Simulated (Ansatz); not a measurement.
SiNi$_{3}$ (Cu3Au type, space group No. 221), a = b = c = 3.4610 Å, α = β = γ = 90.00°.

Relaxed with PBEsol.

**Question.** Which orbitals make up the states near the Fermi level in plane-wave PAW PBEsol (Ansatz code)?

**Answer.** Within 0.5 eV of the Fermi level: Ni 3d 92 %. Projections are on Löwdin-orthogonalised atomic valence shells; empty p or d shells of many metals are not among them.

**Question.** Tabulate the density of states.

**Answer.** States/eV per cell of 4 atoms, in 0.25 eV bins, energy from the Fermi level.

| E (eV) | total | Ni 3d | Si 3p | Ni 4s |
|---|---|---|---|---|
| -7.85 | 0.18 | 0.02 | 0.08 | 0.07 |
| -7.60 | 0.31 | 0.03 | 0.15 | 0.12 |
| -7.35 | 0.44 | 0.05 | 0.20 | 0.16 |
| -7.10 | 0.57 | 0.07 | 0.26 | 0.20 |
| -6.85 | 0.73 | 0.11 | 0.33 | 0.24 |
| -6.60 | 0.97 | 0.18 | 0.43 | 0.28 |
| -6.35 | 1.38 | 0.31 | 0.60 | 0.35 |
| -6.10 | 1.58 | 0.45 | 0.64 | 0.36 |
| -5.85 | 1.41 | 0.45 | 0.56 | 0.28 |
| -5.60 | 1.46 | 0.53 | 0.57 | 0.25 |
| -5.35 | 1.95 | 0.84 | 0.70 | 0.30 |
| -5.10 | 1.74 | 0.90 | 0.52 | 0.22 |
| -4.85 | 1.27 | 0.72 | 0.35 | 0.13 |
| -4.60 | 1.73 | 1.13 | 0.38 | 0.17 |
| -4.35 | 2.49 | 1.60 | 0.60 | 0.23 |
| -4.10 | 8.00 | 5.77 | 1.79 | 0.28 |
| -3.85 | 5.23 | 3.87 | 0.47 | 0.75 |
| -3.60 | 3.06 | 2.59 | 0.22 | 0.18 |
| -3.35 | 5.92 | 5.32 | 0.25 | 0.21 |
| -3.10 | 6.65 | 6.17 | 0.13 | 0.17 |
| -2.85 | 4.80 | 4.43 | 0.09 | 0.13 |
| -2.60 | 5.84 | 5.37 | 0.14 | 0.11 |
| -2.35 | 9.54 | 8.85 | 0.28 | 0.10 |
| -2.10 | 4.60 | 4.05 | 0.26 | 0.08 |
| -1.85 | 3.08 | 2.80 | 0.13 | 0.04 |
| -1.60 | 7.50 | 7.16 | 0.08 | 0.10 |
| -1.35 | 12.80 | 12.27 | 0.11 | 0.23 |
| -1.10 | 10.83 | 10.16 | 0.16 | 0.26 |
| -0.85 | 8.74 | 7.82 | 0.20 | 0.23 |
| -0.60 | 6.15 | 5.32 | 0.15 | 0.17 |
| -0.35 | 4.05 | 3.86 | 0.03 | 0.03 |
| -0.10 | 3.26 | 3.22 | 0.03 | 0.00 |
| 0.15 | 0.77 | 0.64 | 0.10 | 0.01 |
| 0.40 | 1.12 | 0.82 | 0.24 | 0.03 |
| 0.65 | 2.85 | 1.98 | 0.65 | 0.12 |
| 0.90 | 2.38 | 1.47 | 0.64 | 0.14 |
| 1.15 | 1.70 | 0.90 | 0.54 | 0.12 |
| 1.40 | 1.39 | 0.65 | 0.48 | 0.11 |
| 1.65 | 1.25 | 0.53 | 0.45 | 0.10 |
| 1.90 | 1.13 | 0.43 | 0.42 | 0.09 |
| 2.15 | 1.05 | 0.37 | 0.39 | 0.09 |
| 2.40 | 1.02 | 0.34 | 0.38 | 0.09 |
| 2.65 | 1.01 | 0.31 | 0.38 | 0.10 |
| 2.90 | 0.96 | 0.28 | 0.37 | 0.11 |
| 3.15 | 0.86 | 0.23 | 0.32 | 0.12 |
| 3.40 | 0.87 | 0.21 | 0.34 | 0.14 |
| 3.65 | 0.86 | 0.20 | 0.36 | 0.13 |
| 3.90 | 0.75 | 0.15 | 0.31 | 0.11 |
| 4.15 | 0.73 | 0.15 | 0.23 | 0.19 |
| 4.40 | 1.01 | 0.20 | 0.18 | 0.45 |
| 4.65 | 1.01 | 0.18 | 0.16 | 0.46 |

Space group Pm-3m (Cu3Au type). The PBEsol relaxation kept the symmetry of its start; of distortions, only those at the zone centre were tested. The workflow began spin-polarised and lost its moments.

Potentials: the later of the program's two PAW sets.
